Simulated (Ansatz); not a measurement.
The cell of Si5O is invented: random cell by space group and Wyckoff sites (I4/mmm, No. 139). The dimensions are guesses.

```cif
data_structure
_symmetry_space_group_name_H-M 'I4/mmm'
_symmetry_Int_Tables_number 139
_cell_length_a 4.9389
_cell_length_b 4.9389
_cell_length_c 5.2382
_cell_angle_alpha 90.000
_cell_angle_beta 90.000
_cell_angle_gamma 90.000
_cell_volume 127.77
loop_
_atom_site_label
_atom_site_type_symbol
_atom_site_symmetry_multiplicity
_atom_site_Wyckoff_symbol
_atom_site_fract_x
_atom_site_fract_y
_atom_site_fract_z
_atom_site_occupancy
Si1 Si 8 f 0.25000 0.25000 0.25000 1
Si2 Si 2 a 0.00000 0.00000 0.00000 1
O1 O 2 b 0.00000 0.00000 0.50000 1
```

Level of theory: DFT PBE, scalar-relativistic, plane waves, PAW (Ansatz 0.2.0). Cutoff 420 eV, Gaussian smearing, Γ-centred meshes. Cell and atoms relax first on a coarse mesh and then on a finer one. In between, the cell is made exact in the group found at 0.06 Å. In metals the finer mesh still leaves noise of several meV/atom or more. The steps can't lower the symmetry of their start. No spin polarisation in the relaxation; trial moments died out in a coarse test.

A guess keeps its type if space group and coordination stay and the shape of the cell changes little (axis ratios within about 15 %, angles within 6°); the volume may change.

Q: Will the relaxed cell still be of the starting type?

A: It keeps its type. The symmetry stays I4/mmm (No. 139). The volume per atom grows by 41.6 %, from 10.6 to 15.1 Å³. The shortest distance goes from 2.18 Å (Si–O and Si–Si) to 2.46 Å (Si–O and Si–Si). The ratio c/a of the conventional cell changes by a factor of 1.09. Counting neighbours within 15 % of an atom's shortest distance, the start has O 8, Si 8 and the end O 8, Si 8.

The last run used a 10×10×10 mesh for its 6-atom cell and Gaussian smearing of 0.10 eV. A structure relaxed within its symmetry needn't be a true minimum. Another cell of Si5O relaxed alike, in P-62m, lies 0.45 eV/atom lower, so this cell isn't the stable form at this level.
